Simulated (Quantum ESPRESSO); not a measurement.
**Solid-state NMR card for Be2C**

```yaml
crystal:
  lattice:
    - [0.00000, 2.16500, 2.16500]
    - [2.16500, 0.00000, 2.16500]
    - [2.16500, 2.16500, 0.00000]
  atoms:
    - { symbol: Be, position: [0.25000, 0.25000, 0.25000] }
    - { symbol: Be, position: [0.75000, 0.75000, 0.75000] }
    - { symbol: C, position: [0.00000, 0.00000, 0.00000] }
```
The cell was made here from an entry of the Crystallography Open Database (unchecked): atoms relaxed with PBE in the measured cell (PBE without dispersion, pw.x of a modified build of Quantum ESPRESSO, symmetry kept).  Stability against distortions was not tested.

These are absolute shieldings with no macroscopic susceptibility term; δ = σ_ref − σ needs a reference computed alike. By our sweeps, such settings leave a few ppm in absolute σ.

Task: What do the calculations give at each independent site (shieldings by PBE GIPAW on JTH datasets (Quantum ESPRESSO), 20 Ha, k-mesh 10×10×10 shifted, f-sum rule met within 0.001 %)?

Result: 
```
site             site symmetry  σ_iso (ppm)
---------------  -------------  -----------
Be (atoms 1, 2)           -43m           91
C (atom 3)                m-3m          233
```
